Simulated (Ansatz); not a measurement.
FeS2 in space group Pnnm (No. 58; Fe on 2a, S on 4g) at seven volumes, PBEsol (plane waves, PAW; program Ansatz), shape and atoms relaxed at each. One row is withheld.

| V (Å³/atom) | P (GPa) |
|---|---|
| 11.815 | ? |
| 12.204 | 12.38 |
| 12.594 | 5.67 |
| 12.983 | 0.00 |
| 13.373 | -4.78 |
| 13.762 | -8.79 |
| 14.152 | -12.16 |

Fit the shown pressures and predict the withheld one.

P = (3/2)B₀(x^(7/2) − x^(5/2))[1 + (3/4)(B′ − 4)(x − 1)] with x = (V₀/V)^(2/3). Least squares on the six rows gives V₀ = 12.983 Å³/atom, B₀ = 173 GPa, B′ = 4.72. At V = 11.815, x = 1.0649 and P = 20.39 GPa. The run itself gave 20.36 GPa.

The PBEsol relaxation kept the symmetry of its start. The workflow began spin-polarised and lost its moments.

Potentials: the later of the program's two PAW sets.
